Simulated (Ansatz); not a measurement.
## YRh: a vibration from a frozen displacement

Level of theory: DFT PBEsol, scalar-relativistic, plane waves, PAW in Ansatz. The runs took a 420 eV cutoff, a Γ-centred 14×14×14 mesh and Gaussian smearing (0.15 eV). No spin polarisation. Energies are free energies at this smearing, counted from the undisturbed cell; pressure is positive in compression.

Zero of the scan (as given, not relaxed at this level; it stands at -2.4 GPa, and it needn't be the usual structure):

```
Y Rh
1.0
     3.40700    0.00000    0.00000
     0.00000    3.40700    0.00000
     0.00000    0.00000    3.40700
Y Rh
1 1
Direct
  0.50000 0.50000 0.50000
  0.00000 0.00000 0.00000
```

Every Y atom is moved by x along the Cartesian unit vector (0.000, 0.000, 1.000); the cell and all other atoms stay fixed. The cell's volume is 39.55 Å³; the moved atoms weigh 88.906 u together and the others 102.906 u. Some rows repeat others by symmetry and weren't run.

| x (Å) | ΔE (meV/cell) | total force on the moved atoms along the move (eV/Å) | pressure (GPa) |
| --- | --- | --- | --- |
| -0.5000 | 433.32 | 1.7138 | 3.7833 |
| -0.4375 | 332.36 | 1.5138 | 2.4190 |
| -0.3750 | 244.27 | 1.3042 | 1.1898 |
| -0.3125 | 169.41 | 1.0904 | 0.1143 |
| -0.2500 | 108.07 | 0.8717 | -0.7908 |
| -0.1875 | 60.51 | 0.6502 | -1.5081 |
| -0.1250 | 26.76 | 0.4300 | -2.0252 |
| -0.0625 | 6.67 | 0.2135 | -2.3363 |
| 0.0000 | 0.00 | 0.0000 | -2.4400 |
| 0.0625 | 6.67 | -0.2135 | -2.3363 |
| 0.1250 | 26.76 | -0.4300 | -2.0252 |
| 0.1875 | 60.51 | -0.6502 | -1.5081 |
| 0.2500 | 108.07 | -0.8717 | -0.7908 |
| 0.3125 | 169.41 | -1.0904 | 0.1143 |
| 0.3750 | 244.27 | -1.3042 | 1.1898 |
| 0.4375 | 332.36 | -1.5138 | 2.4190 |
| 0.5000 | 433.32 | -1.7138 | 3.7833 |

Problem. What frequency belongs to this motion?

Solution. The force constant is k = −dF/dx = 3.416 eV/Å², from the parabola through x = -0.0625, 0 and 0.0625. In every cell the moved atoms swing against the rest, so the mass is μ = m₁m₂/(m₁ + m₂) = 47.697 u, and ν̃ = 521.5 cm⁻¹ × √(|k|/μ) = 140 cm⁻¹, at this cell's pressure of -2.4 GPa. To first order in x, and within 1 %, the force on every atom lies along the move and, within each of the two groups, in proportion to the atom's mass, so this is itself a mode at the zone centre of this cell.

Problem. How far does the harmonic law reach?

Solution. At x = -0.500 Å, kx²/2 = 427.00 meV against the computed 433.32 meV (+1.5 %): the well is still close to harmonic there.

Problem. The pressure changes with x². What does that say about the frequency under compression?

Solution. With E = k(V)x²/2, k ∝ V^(−2γ) and x scaling with the cell as V^(1/3), P − P0 = −∂E/∂V = (2γ − 2/3) ΔE/V. At x = 0.1250 Å, V(P − P0) = 39.55 × 0.41476 / 160.2 eV = 102.38 meV and ΔE = 26.76 meV, so γ = 1/3 + V(P − P0)/(2ΔE) = 2.25. This is the Grüneisen parameter of the motion under uniform scaling of the cell: shrinking the cell evenly by 1 % in volume raises the frequency by about 2.25 %.

In a metal these slopes depend on the k mesh and the smearing.